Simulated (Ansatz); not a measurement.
The cell is Si5CN8 on the sites of β-Si3N4 (relaxed group Pm); cell and atoms were relaxed with r2SCAN. The symmetry is Pm (No. 6, monoclinic); conventional cell a = 7.395 Å, b = 2.851 Å, c = 7.424 Å, β = 119.7°, 9.71 Å³ an atom. Si is surrounded by 4 N at 1.70–1.74 Å; Si is surrounded by 4 N at 1.70 Å; Si is surrounded by 4 N at 1.72–1.75 Å; Si is surrounded by 4 N at 1.69–1.74 Å; C is surrounded by 4 N at 1.45–1.68 Å; Si is surrounded by 4 N at 1.73–1.75 Å; N is surrounded by 1 C at 1.45 Å and 2 Si at 1.74 Å; N is surrounded by 3 Si at 1.70–1.74 Å (further sites aren't listed).

```
Si C N
1.0
     7.42355    0.00000    0.02905
     0.00000    2.85082    0.00000
    -3.68663    0.00000    6.41017
Si C N
5 1 8
Direct
  0.58981 0.50000 0.82764
  0.82236 0.00000 0.23304
  0.78516 0.00000 0.60377
  0.22635 0.50000 0.40801
  0.39656 0.00000 0.15885
  0.19415 0.50000 0.77467
  0.32087 0.50000 0.67572
  0.65975 0.00000 0.33295
  0.70854 0.50000 0.67825
  0.66280 0.00000 0.97053
  0.05513 0.00000 0.70930
  0.96512 0.50000 0.29733
  0.29689 0.00000 0.32791
  0.31652 0.50000 0.00203
```

3 runs of Ansatz 0.2.0 on this cell differ in the functional (and in the settings that go with it). Levels are in eV from each run's valence top; v1 is the last filled band, c1 the first empty one.

Run A, mean stress +5.6 GPa (compression positive):
```tsv
point	v2	v1	c1	c2
Γ	-0.37	-0.36	1.99	4.40
Z	-1.69	-1.06	3.73	4.30
D	-1.44	-0.85	4.00	4.41
```

Run B, mean stress -1.4 GPa (compression positive):
```tsv
point	v2	v1	c1	c2
Γ	-0.42	-0.34	3.44	5.88
Z	-1.77	-1.22	5.15	5.80
D	-1.51	-0.98	5.47	5.96
```

Run C, mean stress -1.6 GPa (compression positive):
```tsv
point	v2	v1	c1	c2
Γ	-0.42	-0.34	4.20	6.64
Z	-1.78	-1.24	5.92	6.56
D	-1.52	-0.99	6.23	6.72
```

Problem. Match the runs to PBE, HSE06, PBE0.

Solution. A is PBE, B is HSE06, C is PBE0. In order of the gap: PBE 1.99, HSE06 3.44, PBE0 4.20 eV.

No spin polarisation. The prototype was imposed, so other structures may be more stable.

The program warns that its thresholds are loose for a hybrid's stress.

The meshes of the hybrids are coarse, so their gaps aren't converged to the digits shown.
